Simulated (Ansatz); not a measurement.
Rb$_{2}$H$_{6}$Pt:
```xyz
9
Lattice="0.0000 4.2536 4.2536 4.2536 0.0000 4.2536 4.2536 4.2536 0.0000" Properties=species:S:1:pos:R:3 pbc="T T T"
Rb     6.3804     6.3804     6.3804
Rb     2.1268     2.1268     2.1268
H      4.2536     4.2536     6.8663
H      4.2536     4.2536     1.6408
H      6.8663     4.2536     4.2536
H      1.6408     4.2536     4.2536
H      4.2536     6.8663     4.2536
H      4.2536     1.6408     4.2536
Pt     0.0000     0.0000     0.0000
```

Relaxed with r²SCAN.

Task: Give the Bader charges and basin volumes of the independent atoms, r²SCAN (plane waves, PAW; program Ansatz).

Result: 

```tsv
atom	Bader charge (e)	Bader volume (Å³)
Rb1	+0.84	29.3
H3	-0.30	11.0
Pt9	+0.10	21.0
```

Space group Fm-3m. The workflow started from a Materials Project entry (that database holds measured and hypothetical structures alike); the Crystallography Open Database copy checked does not list it. Whether it is the stable phase at ambient conditions was not checked. The r²SCAN relaxation kept the symmetry of its start; whether a distortion lowers the energy is not shown. No spin polarisation was allowed. Spin–orbit coupling is left out wherever it is not named.

Potentials: the later of the program's two PAW sets.
